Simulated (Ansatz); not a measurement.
Input:

RbCr₅S₈:
```
RbCr5S8
1.0
    9.01014     1.74977     0.00000
   -9.01014     1.74977     0.00000
   -2.30658     0.00000     8.46604
Rb Cr S
1 5 8
Cartesian
  0.00000   1.74977   0.00000
 -4.06720   1.74977   1.39566
  1.76062   1.74977   7.07038
 -4.07359   1.74977   4.44917
  1.76701   1.74977   4.01687
 -1.15329   0.00000   4.23302
 -6.23373   1.74977   5.55516
  3.92715   1.74977   2.91088
 -8.19090   1.74977   8.34898
  5.88432   1.74977   0.11706
 -8.22774   1.74977   2.79584
  5.92116   1.74977   5.67019
 -2.20025   1.74977   2.98166
 -0.10633   1.74977   5.48438
```
The run is spin-polarised; directions of the spins, atom by atom: 0 ↑ ↑ ↑ ↑ ↑ 0 0 0 0 0 0 0 0.

This is the r²SCAN-relaxed structure.

Question: All from DFT-r²SCAN in the program Ansatz with PAW potentials, unless another level is named. Give the hole effective mass.

Answer: 0.71, 2.0, 2.6 mₑ (principal values).

Question: Give the electron effective mass.

Answer: 0.77, 1.7, 6.4 mₑ (principal values).

Question: Next, the formation energy from the elements (no fitted shifts)?

Answer: -1.15 eV/atom.

Question: Next, the band gap?

Answer: 0.89 eV (indirect).

Space group C2/m. The workflow started from a Materials Project entry (that database holds measured and hypothetical structures alike); the Crystallography Open Database files this formula in space group No. 12, but the cells were not matched. Whether it is the stable phase at ambient conditions was not checked. Symmetry was held in the r²SCAN relaxation; its stability against distortions is not shown here. Magnetic state: ferromagnetic, the only order run, not a proven ground state. Other orbital occupations within this spin state were not tried. No Hubbard U is applied. The references are the lowest solids computed at this level, not always the standard phases. Spin–orbit coupling is left out wherever it is not named.

Potentials: the later of the program's two PAW sets.
